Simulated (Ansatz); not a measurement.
**Zr2Cd: enthalpy against pressure**

Zr2Cd, I4/mmm, a = 3.035 Å, c = 13.877 Å. The structure is a Materials Project entry; whether it is the stable form wasn't checked. Ansatz: PBEsol, PAW, 420 eV, Γ-centred 14×14×14 mesh on 3 atoms, Gaussian smearing 0.10 eV; no spin polarisation. Cell and atoms are relaxed at each pressure, and no other structure is tried, so the rows at high pressure may lie past a change of phase. y is the enthalpy over the state at zero pressure; there V0 = 21.299 Å³/atom. The pressures are the targets, met within 0.03 GPa.

| P (GPa) | y (eV/atom) |
| --- | --- |
| -1.0 | -0.1337 |
| 0.0 | 0.0000 |
| 1.0 | 0.1322 |
| 4.0 | 0.5205 |
| 12.0 | 1.5071 |
| 25.0 | 2.9965 |
| 50.0 | ? |
| 90.0 | 9.2831 |

Q: Fit y = c1 P + c2 P² + c3 P³ to the other rows, say what c1 and c2 mean, and predict the missing value.

A: Least squares on the rows shown. y = 0.13186 P − 0.00054242 P² + 2.4824×10⁻⁶ P³. Since dH/dP = V, c1 is V0: 0.13186 eV/GPa × 160.2 = 21.124 Å³ against 21.299; c2 = −V0/(2B0) gives B0 = 122 GPa, where a Birch–Murnaghan fit to the volumes of the same runs (not shown) gives 90 GPa: a cubic over this range folds the higher terms into c2. Above P = −c2/(3 c3) = 73 GPa the cubic's slope, the volume, would rise with pressure, so the form fails there. At P = 50.0 the fit asked for gives 5.5473 eV/atom. The run gave 5.5905 eV/atom, so the fit is 0.0432 eV/atom too low, 0.46 % of the span of the series, against an rms of 0.0011 eV/atom on the fitted rows. With a term in P⁴ added, a fit to the same known rows predicts 5.6394 eV/atom, which misses by about as much or more on the other side: the known rows don't fix the higher terms.

The mesh isn't the same in all rows (14×14×14, 16×16×16).